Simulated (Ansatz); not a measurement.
Values for one crystal, relaxed and computed with plane-wave PAW LDA (Ansatz code); other levels are named.

- Volume per atom = 15.32 Å³
- Electronic character = no gap, with almost no states at the Fermi level (zero-gap or semimetallic)
- Density of states at the Fermi level = 0.02 states/eV per atom (mean over ±0.08 eV)
- Bulk modulus (Birch–Murnaghan fit) = 208 GPa
- Pressure derivative B′ = 4.1
- Zone-centre stability = no imaginary mode at Γ
- Formation energy from the elements (no fitted shifts) = -1.12 eV/atom

Which compound is it?
(A) NbAs, I4_1md (Nb on 4a, As on 4a)
(B) NbP, I4_1md (Nb on 4a, P on 4a)
(C) BP, P6_222 (B on 3d, P on 3c)
(D) In2Se3, La2O3 or Ni2Al3 type

B, NbP, I4_1md (Nb on 4a, P on 4a)

Symmetry was held in the LDA relaxation. The run is not spin-polarised. A small band overlap can be real or an error of a semilocal functional. The references are the lowest solids computed at this level, not always the standard phases. Scalar-relativistic: spin–orbit coupling is off unless named, which matters more the heavier the elements.

Potentials: the earlier of the program's two PAW sets. The files were generated under PBE; for other functionals the program regenerates the frozen cores, and for LDA and PBEsol the local potential too.
